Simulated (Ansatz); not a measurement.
# 4 guesses for Ni3O and where they end

Computed with DFT PBE, scalar-relativistic, plane waves, PAW in Ansatz 0.2.0. Settings: cutoff 420 eV, Γ-centred meshes spaced at most about 0.3 Å⁻¹, and about 0.25 Å⁻¹ or finer for metals (2π included), Gaussian smearing. Collinear spin in cells that started with moments and kept them past the coarse steps, no spin elsewhere.

Each guess was relaxed in cell and atoms at zero pressure, within the symmetry of its start. These are static total energies at zero pressure. Coordination counts Ni atoms around O (those within 1.25 times the shortest such distance or 1.15 times the sum of covalent radii, 1.27 where that leaves under three; a plus sign parts nearer from farther groups; the shortest distance is added where it exceeds 1.18 times the sum of covalent radii).

```
guess    made from  start group  V start (Å³/atom)            end group  V end (Å³/atom)  coordination at the end  gap on mesh (eV)  largest moment (μB)  E over the lowest end (meV/atom)
    1  random cell        Im-3m               12.1                Im-3m             11.4           O 6 from 2.2 Å                 0                  0.7                               115
    2   Mn3Si type        Fm-3m                8.2  Fm-3m (BiF3 (D0_3))             10.5         O 8+6 from 2.4 Å                 0                  1.0                                 0
    3   NdHo3 type        Pm-3m               12.3                Pm-3m             10.6          O 12 from 2.5 Å                 0                  0.9                                55
    4   Nb3Ir type        Pm-3n               10.6                    ?                ?                        ?                 ?                    ?                                 ?
```

Guess 4 as it starts:

```cif
data_structure
_symmetry_space_group_name_H-M 'Pm-3n'
_symmetry_Int_Tables_number 223
_cell_length_a 4.3889
_cell_length_b 4.3889
_cell_length_c 4.3889
_cell_angle_alpha 90.000
_cell_angle_beta 90.000
_cell_angle_gamma 90.000
_cell_volume 84.54
loop_
_atom_site_label
_atom_site_type_symbol
_atom_site_symmetry_multiplicity
_atom_site_Wyckoff_symbol
_atom_site_fract_x
_atom_site_fract_y
_atom_site_fract_z
_atom_site_occupancy
Ni1 Ni 6 c 0.25000 0.00000 0.50000 1
O1 O 2 a 0.00000 0.00000 0.00000 1
```

Question: Fill in the missing row: what does this guess relax into, and where does it rank?

Answer: It ends in space group Pm-3n (No. 223), with a = 4.413 Å, 10.7 Å³/atom and no gap, with moments up to 0.9 μB. It lies 128 meV/atom over the lowest end, above guess 1 and so the highest of the set. Counting Ni atoms around O, this end has O 12 from 2.5 Å and the lowest (guess 2) has O 8+6 from 2.4 Å.

```
CELL_PARAMETERS angstrom
4.41320 0.00000 0.00000
0.00000 4.41320 0.00000
0.00000 0.00000 4.41320
ATOMIC_POSITIONS crystal
Ni 0.25000 0.00000 0.50000
Ni 0.50000 0.75000 0.00000
Ni 0.75000 0.00000 0.50000
Ni 0.50000 0.25000 0.00000
Ni 0.00000 0.50000 0.75000
Ni 0.00000 0.50000 0.25000
O 0.00000 0.00000 0.00000
O 0.50000 0.50000 0.50000
```

Energies over the elements count from the elements' standard structures at the same level (O₂ as a molecule), with no fitted energy shifts.

Question: Is the lowest end bound against the elements?

Answer: No: its formation energy is +0.42 eV/atom. A positive value: parting into the elements would lower its energy.

For metals, differences of a few meV/atom aren't resolved. No Hubbard U is applied to the 3d shell of Ni. The magnetic state reached may not be the lowest. Cells relaxed within their symmetry can be saddle points. A lower structure may well exist outside this small set. Some candidate types were left out of the draw beforehand, so a known form may be missing.
